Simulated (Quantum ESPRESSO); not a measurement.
# Computed records: HfAl3Rh2W2 (simulated cell)

Calculation on a made-up metal alloy cell, not a measurement: no spin or spin-orbit, unrelaxed, 2900 K smearing, stress positive in tension, cell energy less fitted offsets; periodic Kohn-Sham density functional theory in plane waves with PseudoDojo standard norm-conserving scalar-relativistic pseudopotentials, each functional with its own files (v0.5 for PBE, v0.4.1 for LDA and PBEsol), eight atoms on drawn sites of a strained close-packed or body-centred lattice, each displaced and held fixed; the energy is the cell's free energy, ions and the entropy term -TS included, at the stated Fermi-Dirac width, less a fixed offset for each atom's element (shifted free energy); compositions with an open d shell lost a parallel starting moment in a cheaper test run, and other magnetic orders were not tried; an error bar is the largest change of its kind in a tighter rerun, never given below 0.002 eV, 0.02 GPa or 0.003 eV/angstrom, and covers cutoff and k-mesh only, not smearing or the files. Program: Quantum ESPRESSO 7.5.

### HfAl3Rh2W2 (simulated cell)

```
cell vectors (Å)
   0.0000     0.0000    -4.4651
   0.0000     4.9058     0.0000
   5.6648     0.0000     0.0000
atoms (fractions of the cell vectors)
Al -0.00920 -0.00905 -0.00883
Al -0.02656  0.00453  0.49970
Rh -0.00542  0.49929  0.23833
Al -0.00383  0.50742  0.77401
Rh  0.48946  0.31685 -0.02334
Hf  0.53318  0.30880  0.50787
W   0.48536  0.84402  0.24290
W   0.49809  0.81964  0.76331
```

Here we set lattice type hexagonal close-packed, functional pbe, cutoff 1197 eV, fermi dirac smearing 0.25 eV, electrons removed 0, run command pw.x -nk 1 -in in, run processor AMD EPYC, Zen 5, virtual cores and k mesh 5 x 5 x 4 shifted half a step off Gamma on each axis.

It finds entropy term negative ts -1.389 eV; pressure 7.77 GPa; stress xx -2.26 GPa; stress yy -10.02 GPa; stress zz -11.04 GPa; stress yz -2.74 GPa; stress xz 0.2 GPa; stress xy -2.34 GPa; shifted free energy -1.019 eV.

Atoms:
```tsv
atoms element	atom site	atom energy offset (eV)
Al	1	-63.26
Al	2	-63.26
Rh	3	-3191.96
Al	4	-63.26
Rh	5	-3191.96
Hf	6	-1535.13
W	7	-2063.48
W	8	-2063.48
```

Forces:
```tsv
site	x (eV/Å)	y (eV/Å)	z (eV/Å)
1	0.623	0.762	0.018
2	-0.488	-2.217	-2.581
3	0.639	0.287	-0.259
4	0.211	0.031	-0.565
5	0.869	0.488	0.037
6	-1.595	2.802	3.056
7	0.337	-1.982	-0.05
8	-0.597	-0.171	0.343
```

Notes: heavy elements are run without spin-orbit coupling, which real alloys of them have; a spin test at this wide smearing found no moment, but such smearing suppresses magnetism that the real alloy may have; lattice, volume and sites are drawn at random and may be unstable or far from any real phase; energies are for the whole cell, less offsets fitted to these runs, so they are not formation energies; error bars: energy 0.002 eV, stress 0.13 GPa, force 0.014 eV/Å, from a tighter rerun of this cell; 15 SCF iterations, 853 s of wall time on a shared machine.
